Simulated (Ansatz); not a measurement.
## Migration of Ni in Si

All numbers below come from DFT PBE, scalar-relativistic, plane waves, PAW in Ansatz. (420 eV cutoff, 2×2×2 k-mesh, shifted by half a step, Gaussian smearing of 0.02 eV, no spin polarisation)

In a supercell of 32 host sites, interstitial Ni hops to an equivalent place, moving 0.78 Å between the relaxed ends. Climbing-image nudged elastic band at fixed cell with images 0 (start) to 2 (end), the path measured over all atoms, converged to 0.05 eV/Å; the order of the saddle wasn't checked, and the small cell leaves errors of about a tenth of an eV.

Command:

```bash
ansatz run input.yaml --threads 4 --pin off --max-ram 10240MiB --backend cpu --events-out ev --progress --plain --runs-dir out
```

Input:

```yaml
crystal:
  lattice:
    - [5.4700937585, 5.4700937585, -5.4700937585]
    - [-5.4700937585, -5.4700937585, -5.4700937585]
    - [-5.4700937585, 5.4700937585, 5.4700937585]
  atoms:
    - { symbol: Si, position: [0.2582277142, -2.83742e-05, 0.0045217947] }
    - { symbol: Si, position: [0.4991195652, 0.7489222805, 0.0003151866] }
    - { symbol: Si, position: [0.7489529086, 0.4991167559, 0.0003228777] }
    - { symbol: Si, position: [0.7499474624, -4.2605e-06, 0.4983343849] }
    - { symbol: Si, position: [4.60598e-05, 2.91803e-05, 0.2473554255] }
    - { symbol: Si, position: [0.2510502006, 0.7501366296, 0.2513505552] }
    - { symbol: Si, position: [0.4991212496, 0.4991206732, 0.2489862682] }
    - { symbol: Si, position: [0.7501407543, 0.2510294398, 0.2513341463] }
    - { symbol: Si, position: [-2.2085e-06, 0.2582129134, 0.0045265817] }
    - { symbol: Si, position: [0.5008873543, 1.24239e-05, 0.7498375406] }
    - { symbol: Si, position: [0.7418566271, 0.7418436308, 0.7463484132] }
    - { symbol: Si, position: [-3.4549e-06, 0.7499145078, 0.4983351002] }
    - { symbol: Si, position: [0.2499178394, 0.500947125, 0.5012625955] }
    - { symbol: Si, position: [0.5009633381, 0.2499008716, 0.5012687688] }
    - { symbol: Si, position: [7.8181e-06, 0.5008859337, 0.7498440724] }
    - { symbol: Si, position: [0.2500269071, 0.2500210559, 0.7484046939] }
    - { symbol: Si, position: [0.2512522206, 0.2512417922, -0.0017830455] }
    - { symbol: Si, position: [0.5039835158, -4.073e-05, -0.0004291286] }
    - { symbol: Si, position: [0.7479954889, 0.7479844322, -3.00067e-05] }
    - { symbol: Si, position: [0.7501580271, 0.25026022, 0.5002906608] }
    - { symbol: Si, position: [4.74413e-05, 0.2520894875, 0.2520550446] }
    - { symbol: Si, position: [0.2521125337, 3.63759e-05, 0.2520580396] }
    - { symbol: Si, position: [0.4998759107, 0.7497324333, 0.2500335035] }
    - { symbol: Si, position: [0.7497328856, 0.4998627863, 0.2500300067] }
    - { symbol: Si, position: [-8.3394e-06, 0.5039688753, -0.0004147632] }
    - { symbol: Si, position: [0.5001279762, 0.249883585, 0.7501864146] }
    - { symbol: Si, position: [0.748759563, 4.2605e-06, 0.7469402064] }
    - { symbol: Si, position: [-1.2578e-05, -4.13949e-05, 0.4985839353] }
    - { symbol: Si, position: [0.2502641084, 0.7501435863, 0.5002936509] }
    - { symbol: Si, position: [0.4960916387, 0.4960709127, 0.4956782056] }
    - { symbol: Si, position: [2.2085e-06, 0.7487528752, 0.7469411114] }
    - { symbol: Si, position: [0.2498709284, 0.5001114799, 0.7501768755] }
    - { symbol: Ni, position: [3.81326e-05, 3.83566e-05, -0.0839191117] }
basis:
  ecutwfc: 420
  xc_grid: 2
kpoints:
  mp_grid: { grid: [2, 2, 2], shift: [0.5, 0.5, 0.5] }
hamiltonian:
  xc: pbe
scf:
  occupations: { method: gaussian, width: 0.02 }
output:
  forces: true
neb:
  images: 1
  f_tol: 0.05
  max_iterations: 70
  order_check: false
  final_atoms:
    - { symbol: Si, position: [0.2512446975, 4.2605e-06, 0.0030640541] }
    - { symbol: Si, position: [0.4998794779, 0.7501435863, -0.0001500646] }
    - { symbol: Si, position: [0.7501299007, 0.4998627863, -0.0001672204] }
    - { symbol: Si, position: [0.7479238422, 3.63759e-05, 0.4979783363] }
    - { symbol: Si, position: [-2.88169e-05, -4.13949e-05, 0.2513746698] }
    - { symbol: Si, position: [0.2498565226, 0.7497324333, 0.2496989299] }
    - { symbol: Si, position: [0.5039772148, 0.5039688753, 0.2543836385] }
    - { symbol: Si, position: [0.7497556088, 0.249883585, 0.2496971704] }
    - { symbol: Si, position: [-1.04283e-05, 0.2512417922, 0.0030248377] }
    - { symbol: Si, position: [0.4959757543, -4.073e-05, 0.7503883986] }
    - { symbol: Si, position: [0.7487506667, 0.7487528752, 0.7518117638] }
    - { symbol: Si, position: [-1.10567e-05, 0.7479844322, 0.4980144389] }
    - { symbol: Si, position: [0.2502405514, 0.5001114799, 0.4999346044] }
    - { symbol: Si, position: [0.5001021929, 0.25026022, 0.4999695592] }
    - { symbol: Si, position: [-2.07261e-05, 0.4960709127, 0.7503927071] }
    - { symbol: Si, position: [0.2520420462, 0.2520894875, 0.7500344429] }
    - { symbol: Si, position: [0.2582151219, 0.2582129134, 0.0036863316] }
    - { symbol: Si, position: [0.4991250696, 1.24239e-05, 0.0001748833] }
    - { symbol: Si, position: [0.7499179628, 0.7499145078, 0.0015794077] }
    - { symbol: Si, position: [0.7489375335, 0.2499008716, 0.4986321028] }
    - { symbol: Si, position: [-5.8511e-06, 0.2500210559, 0.251616362] }
    - { symbol: Si, position: [0.2500482771, -4.2605e-06, 0.2516613546] }
    - { symbol: Si, position: [0.499086429, 0.7501366296, 0.2487860744] }
    - { symbol: Si, position: [0.7501638473, 0.4991167559, 0.2487938782] }
    - { symbol: Si, position: [-5.764e-07, 0.4991206732, 0.000134405] }
    - { symbol: Si, position: [0.5008886854, 0.2510294398, 0.7496952935] }
    - { symbol: Si, position: [0.7417439115, -2.83742e-05, 0.745449831] }
    - { symbol: Si, position: [-1.68794e-05, 2.91803e-05, 0.5026737549] }
    - { symbol: Si, position: [0.2498027152, 0.7489222805, 0.4986070938] }
    - { symbol: Si, position: [0.5008781155, 0.5008859337, 0.5010418613] }
    - { symbol: Si, position: [-1.29963e-05, 0.7418436308, 0.7454952176] }
    - { symbol: Si, position: [0.2510292856, 0.500947125, 0.7496845295] }
    - { symbol: Ni, position: [2.24e-07, 3.83566e-05, -0.1660425318] }
```

Course of the band:

| iteration | largest band force (eV/Å) | climbing image | energies over image 0 (eV) |
| --- | --- | --- | --- |
| 1 | 0.189 | 1 | 0.000 0.022 0.000 |
| 2 | 0.071 | 1 | 0.000 0.016 0.000 |
| 3 | 0.002 | 1 | 0.000 0.015 0.000 |

Final band:

| image | path (Å) | E − E(0) (eV) | Ni x (Å) | Ni y (Å) | Ni z (Å) | force on Ni (eV/Å) |
| --- | --- | --- | --- | --- | --- | --- |
| 0 | 0.00 | 0.000 | 0.459 | -0.459 | -0.459 | 0.00 |
| 1 | 0.40 | 0.015 | 0.684 | -0.684 | -0.684 | 0.00 |
| 2 | 0.80 | 0.000 | 0.908 | -0.908 | -0.908 | 0.00 |

Barrier 0.02 eV. Time: 49 s on 4 threads of Arm Neoverse V2 (shared host), peak memory 1.7 GiB.